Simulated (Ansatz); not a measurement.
The relaxed structure here is a generated cell of BaTe2: the first start was made by placing the elements on the sites of a structure type, and the end was not matched to a known phase here, so it may be hypothetical.

One starting cell of BaTe₂ (a generated cell, BaTe2 built in the AFLOW prototype A2B_tP6_129_ac_c (C38, as in Cu2Sb)) was relaxed twice with Ansatz (plane waves, PAW, scalar-relativistic): with r2SCAN at 500 eV and with PBE at 420 eV. The r2SCAN result:

```xyz
6
Lattice="4.6415 0.0000 0.0000 0.0000 4.6415 0.0000 0.0000 0.0000 10.4583" Properties=species:S:1:pos:R:3 pbc="T T T"
Te     0.0000     0.0000     0.0000
Te     2.3208     2.3208     0.0000
Te     2.3208     0.0000     3.9482
Te     0.0000     2.3208     6.5102
Ba     2.3208     0.0000     7.5011
Ba     0.0000     2.3208     2.9572
```

```json
[
 {"quantity": "space group", "r2SCAN": "P4/nmm", "PBE": "P4/nmm"},
 {"quantity": "volume (Å³/atom)", "r2SCAN": "37.55", "PBE": "[?]"},
 {"quantity": "a (Å)", "r2SCAN": "4.642", "PBE": "[?]"},
 {"quantity": "c (Å)", "r2SCAN": "10.458", "PBE": "[?]"},
 {"quantity": "gap (eV, no spin-orbit coupling)", "r2SCAN": "0.00", "PBE": "[?]"}
]
```

### Question
What does PBE give for the same quantities?

### Answer

- volume (Å³/atom), PBE: 37.57
- a (Å), PBE: 4.640
- c (Å), PBE: 10.468
- gap (eV, no spin-orbit coupling), PBE: 0.00

Both levels end in the same structure; PBE's volume is within 0.5 % of r2SCAN's. Neither column is exact.

No spin polarisation in the result.

The run could not lose the symmetry of its start: the end is stationary, and may be a saddle point rather than a minimum.

Ansatz is an electronic-structure program.
